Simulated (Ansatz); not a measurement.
Values for one crystal, relaxed and computed with the program Ansatz at the PBEsol level (PAW); other levels are named.

- Volume per atom = 11.24 Å³
- Electronic character = metallic (no gap)
- Density of states at the Fermi level = 0.32 states/eV per atom (mean over ±0.08 eV)
- Bulk modulus (Birch–Murnaghan fit) = 193 GPa
- Young's modulus = 298 GPa
- Pressure derivative B′ = 4.3
- Hill bulk and shear moduli = 193 and 120 GPa

Task: Which compound is it?
A) AlCo, CsCl type
B) AlPd, P2_13 (Al on 4a, Pd on 4a)
C) CoW, Cmcm (W on 4c, Co on 4c)
D) AlAg, Cmcm (Ag on 4c, Al on 4c)

Result: A, AlCo, CsCl type

Space group Pm-3m (CsCl type). The cell was relaxed with PBEsol under the symmetry of its start. The workflow began spin-polarised and lost its moments. As this level gives no gap, shear constants depend on the k-mesh and smearing (Fermi–Dirac, 0.1 eV here).

Potentials: the earlier of the program's two PAW sets. The files were generated under PBE; for other functionals the program regenerates the frozen cores, and for LDA and PBEsol the local potential too.
